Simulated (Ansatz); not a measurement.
Be2Ru:
```yaml
crystal:
  lattice:
    - [0.00000, 3.03706, 3.03706]
    - [3.03706, 0.00000, 3.03706]
    - [3.03706, 3.03706, 0.00000]
  atoms:
    - { symbol: Be, position: [0.62500, 0.62500, 0.62500] }
    - { symbol: Be, position: [0.12500, 0.62500, 0.62500] }
    - { symbol: Be, position: [0.62500, 0.12500, 0.62500] }
    - { symbol: Be, position: [0.62500, 0.62500, 0.12500] }
    - { symbol: Ru, position: [0.25000, 0.25000, 0.25000] }
    - { symbol: Ru, position: [0.00000, 0.00000, 0.00000] }
```

Relaxed with PBEsol. Special points in fractions of this cell's reciprocal vectors: Γ (0.000, 0.000, 0.000); X (0.500, 0.000, 0.500); U (0.625, 0.250, 0.625); K (0.375, 0.375, 0.750); L (0.500, 0.500, 0.500); W (0.500, 0.250, 0.750).

**Question.** List the band energies nearest the Fermi level at these points for PBEsol with spin–orbit coupling in the plane-wave PAW code Ansatz.

**Answer.** In eV from the Fermi level; about four levels below and three above (degenerate sets whole), none deeper than 8.9 eV; points with the same levels are listed once.

| k | below | above |
|---|---|---|
| Γ | -3.66 -3.66 -3.36 -3.36 | 0.19 0.19 0.19 0.19 |
| X | -0.47 -0.47 -0.47 -0.47 | 1.54 1.54 1.54 1.54 |
| U | -0.28 -0.28 -0.12 -0.12 | 1.90 1.90 2.86 2.86 |
| L | -0.58 -0.58 -0.47 -0.47 | 0.75 0.75 1.85 1.85 |
| W | -0.75 -0.75 -0.66 -0.66 | 2.65 2.65 2.68 2.68 |

Space group Fd-3m (cubic Laves (MgCu2 type)). The cell is a constructed one: a structure type filled with these elements; neither database checked (COD, Materials Project) lists it. Whether it is the stable phase at ambient conditions was not checked. The PBEsol relaxation kept the symmetry of its start; whether a distortion lowers the energy is not shown. The run is not spin-polarised.

Potentials: the earlier of the program's two PAW sets. The files were generated under PBE; for other functionals the program regenerates the frozen cores, and for LDA and PBEsol the local potential too.
